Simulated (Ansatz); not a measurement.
Au:
```yaml
crystal:
  lattice:
    - [0.00000, 2.04087, 2.04087]
    - [2.04087, 0.00000, 2.04087]
    - [2.04087, 2.04087, 0.00000]
  atoms:
    - { symbol: Au, position: [0.00000, 0.00000, 0.00000] }
```

Relaxed with PBEsol. Special points in fractions of this cell's reciprocal vectors: Γ (0.000, 0.000, 0.000); X (0.500, 0.000, 0.500); U (0.625, 0.250, 0.625); K (0.375, 0.375, 0.750); L (0.500, 0.500, 0.500); W (0.500, 0.250, 0.750).

### Question
List the band energies nearest the Fermi level at these points for the program Ansatz at the PBEsol level (PAW).

### Answer
In eV from the Fermi level; about four levels below and three above (degenerate sets whole), none deeper than 8.9 eV; … stands for higher levels left out; points with the same levels are listed once.

```csv
k,below,above
Γ,-4.82 -4.82 -4.82 -3.28 -3.28,…
X,-6.91 -2.11 -1.74 -1.74,0.81 …
U,-5.99 -3.98 -3.00 -2.20,3.69 …
L,-4.86 -4.86 -2.07 -2.07 -1.18,…
W,-5.31 -5.31 -3.44 -1.74,4.58 …
```

Space group Fm-3m (fcc (Cu type)). The cell was relaxed with PBEsol under the symmetry of its start. Scalar-relativistic: spin–orbit coupling is off unless named, which matters more the heavier the elements.

Potentials: the later of the program's two PAW sets.
